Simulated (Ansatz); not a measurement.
CsPbCl₃ (cubic perovskite)

```
CsPbCl3
1.0
    5.67350     0.00000     0.00000
    0.00000     5.67350     0.00000
    0.00000     0.00000     5.67350
Cs Pb Cl
1 1 3
Direct
  0.00000   0.00000   0.00000
  0.50000   0.50000   0.50000
  0.00000   0.50000   0.50000
  0.50000   0.50000   0.00000
  0.50000   0.00000   0.50000
```

In each cell atom 1 (Cs, nearest neighbour Cl at 4.012 Å; its periodic images, 5.7 Å or more away, move with it) moves by s·(1.000, 0.000, 0.000) (along Cartesian x), the rest being held.

Calculation: r2SCAN (plane waves to 500 eV, PAW, scalar-relativistic; Ansatz, a quantum-chemistry and plane-wave program). k mesh 5×5×5 (Γ-centred), Fermi-Dirac smearing 0.05 eV. Energies are smeared free energies. CsPbCl3 was relaxed with its symmetry unable to fall. Spin-orbit coupling is left out, though Pb is heavy. This is a high-temperature form of CsPbCl3. ΔE is measured from the undisplaced structure.

The scan covers s from -0.800 to 0.800 Å in 11 points.

Question: Is this a single well or a double well?

Answer: A single well with its minimum at or next to zero displacement.

Question: Is the energy the same for equal positive and negative displacements?

Answer: Even: the same for both signs. With its periodic images moving along, the atom's site symmetry in this cell is m-3m.

Question: What force acts on the atom along the line at s = -0.800 Å?

Answer: 0.353 eV/Å.

Question: What is the energy change at s = 0.800 Å?

Answer: 96.9 meV/cell.

Question: What is the force constant k = d²E/ds² of this move at s = 0?

Answer: 0.15 eV/Å².

(A displaced cell: forces are minus the slopes of the energy, force constants its curvatures, and phonons follow from these.)
